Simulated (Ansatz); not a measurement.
HgSe (C2/c), relaxed with HSE06 (Ansatz, a program for electronic structure, plane waves, PAW): a = 7.701 Å, b = 4.729 Å, c = 7.426 Å, α = 90.00°, β = 112.15°, γ = 90.00°.

```
Item                  Result
--------------------  ------
gap (eV)                2.17
B₀ by P(V) fit (GPa)     6.5
```

Question: The same phase is relaxed and computed with PBE in the same code. What are the cell and these values now?

Answer: a = 7.7466 Å, b = 4.7757 Å, c = 7.4708 Å, α = γ = 90.00°, β = 112.23°.

* **gap (eV)**: 1.21
* **B₀ by P(V) fit (GPa)**: 5.2

Constructed cells (a structure type filled with these elements, in neither database checked): HgSe, C2/c (Hg on 4a, Se on 4e). All cells were relaxed under the symmetry of their starts (and spin orders); stability against distortions was not tested throughout. Spin–orbit coupling is left out wherever it is not named.

Potentials: the later of the program's two PAW sets.

Ansatz is a plane-wave DFT program.
